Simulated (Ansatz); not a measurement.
Input:

BeTe:
```cif
data_BeTe
_chemical_formula_sum 'Te1 Be1'
_space_group_name_H-M_alt 'P 1'
_space_group_IT_number 1
_cell_length_a 3.79002
_cell_length_b 3.79002
_cell_length_c 3.79002
_cell_angle_alpha 60.000
_cell_angle_beta 60.000
_cell_angle_gamma 60.000
loop_
_space_group_symop_operation_xyz
  'x, y, z'
loop_
_atom_site_label
_atom_site_type_symbol
_atom_site_fract_x
_atom_site_fract_y
_atom_site_fract_z
_atom_site_occupancy
Te1 Te 0.00000 0.00000 0.00000 1
Be1 Be 0.50000 0.50000 0.50000 1
```

This is the PBE-relaxed structure.

### Question
All from DFT-PBE in the program Ansatz with PAW potentials, unless another level is named. Estimate the Debye temperature from the elastic constants.

### Answer
316 K.

### Question
What about the elastic constants (relaxed ions, GPa)?

### Answer
C11 = 112, C12 = 44.4, C44 = 42.2.

Space group Fm-3m (rock salt). The cell is a constructed one: a structure type filled with these elements; neither database checked (COD, Materials Project) lists it. COD files the formula under space group No. 216, so this cell is another polymorph or a model. Whether it is the stable phase at ambient conditions was not checked. Symmetry was held in the PBE relaxation. At this level the phase is dynamically unstable (imaginary phonons). As this level gives no gap, shear constants depend on the k-mesh and smearing (Fermi–Dirac, 0.1 eV here). Scalar-relativistic: spin–orbit coupling is off unless named, which matters more the heavier the elements.

Potentials: the later of the program's two PAW sets.
